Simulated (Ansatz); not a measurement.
Polymorphs of CoGe, each relaxed with plane-wave PAW r²SCAN (Ansatz code):

A: C2/m
a = 11.6083 Å, b = 3.7155 Å, c = 4.8718 Å, α = γ = 90.00°, β = 99.33°

| atom | site | symmetry | x | y | z |
|---|---|---|---|---|---|
| Co | 2a | 2/m | 0.0000 | 0.0000 | 0.0000 |
| Co | 2c | 2/m | 0.5000 | 0.5000 | 0.5000 |
| Co | 4i | m | 0.1955 | 0.0000 | 0.3252 |
| Ge | 4i | m | 0.3162 | 0.5000 | 0.1821 |
| Ge | 4i | m | 0.0691 | 0.5000 | 0.2805 |

B: P2_13
a = b = c = 4.5798 Å, α = β = γ = 90.00°

| atom | site | symmetry | x | y | z |
|---|---|---|---|---|---|
| Co | 4a | .3. | 0.1364 | 0.1364 | 0.1364 |
| Ge | 4a | .3. | 0.8396 | 0.8396 | 0.8396 |

Q: Order them by energy per atom at 0 K (lowest first) at the level r²SCAN.

A: A (+0 meV/atom), B (+28 meV/atom)

Standing as an ambient phase not checked: A; B. All cells were relaxed under the symmetry of their starts (and spin orders); stability against distortions was not tested throughout. Rows with no word on spin ran without spin polarisation. Spin–orbit coupling is left out wherever it is not named.

Energies hold the estimated change up to a 700 eV cutoff; steps of a few meV lie near the error of the meshes.

Potentials: the later of the program's two PAW sets.
